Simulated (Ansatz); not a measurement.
Relaxed Te (trigonal-Te type, space group P3_121):

```xyz
3
Lattice="4.6235 0.0000 0.0000 -2.3118 4.0041 0.0000 0.0000 0.0000 5.9044" Properties=species:S:1:pos:R:3 pbc="T T T"
Te     1.1718     0.0000     1.9681
Te    -0.5859     1.0148     3.9362
Te     1.7259     2.9893     0.0000
```

Two-dimensional scan of atom 2 (Te, nearest neighbour Te at 2.827 Å; its periodic images, 4.6 Å or more away, move with it): u runs along (0.707, 0.707, 0.000), v along (0.000, 0.000, 1.000) (Cartesian). Cell and other atoms are fixed.

Calculation: r2SCAN (plane waves to 500 eV, PAW, scalar-relativistic; Ansatz, a quantum-chemistry and plane-wave program). k mesh 7×7×5 (Γ-centred), Fermi-Dirac smearing 0.05 eV. Energies are smeared free energies. Compression counts positive. Points where atoms come too close for the PAW data are left out (x in tables, blank in figures). As the smearing reaches across the gap at some points, energies and forces of such displacements shift with the k mesh and the smearing. Spin-orbit coupling is left out, though Te is heavy. Te was relaxed with its symmetry unable to fall. The PAW data are Ansatz's earlier set. ΔE is measured from the undisplaced structure. Axes are in Å.

ΔE (meV/cell), with u across and v down:

```
v \ u   -0.930  -0.620  -0.310  0.000  0.310  0.620  0.930
------  ------  ------  ------  -----  -----  -----  -----
-0.930    2654    2225    2276   2612   3045   3289   3208
-0.620    1564    1176    1046   1124   1339   1548   1655
-0.310     942     542     308    278    418    648    876
0.000     1062     522     133      0    120    411    730
0.310     2446    1450     662    278    312    640   1070
0.620        x    3929    2141   1124    900   1213   1814
0.930        x       x    4876   2612   1810   1992   2940
```

P (GPa), with u across and v down:

```tsv
v \ u	-0.930	-0.620	-0.310	0.000	0.310	0.620	0.930
-0.930	9.9	8.5	9.5	11.5	13.5	14.4	13.7
-0.620	5.5	4.4	4.5	5.2	6.2	6.8	6.7
-0.310	3.6	2.3	1.5	1.3	1.6	2.0	2.3
0.000	5.2	3.1	1.2	0.0	-0.4	0.0	0.8
0.310	11.9	7.9	4.0	1.3	0.1	0.3	1.7
0.620	x	17.9	10.6	5.2	2.6	2.5	4.8
0.930	x	x	20.9	11.5	6.6	5.9	10.0
```

Key numbers:

```
Quantity                                                                                                       Value
-----------------------------------------------------------------------------  -------------------------------------
Principal force constants in the plane (five-point differences of the forces)                      2.4 and 6.0 eV/Å²
Softest direction at the centre                                                                 17° from u towards v
Centre of the map                                                                                          a minimum
Lowest place on the grid                                                       u = 0.000 Å, v = 0.000 Å (0 meV/cell)
```

(For displaced atoms, the force is minus the slope of the energy, and its curvature is a force constant, which sets phonon frequencies.)
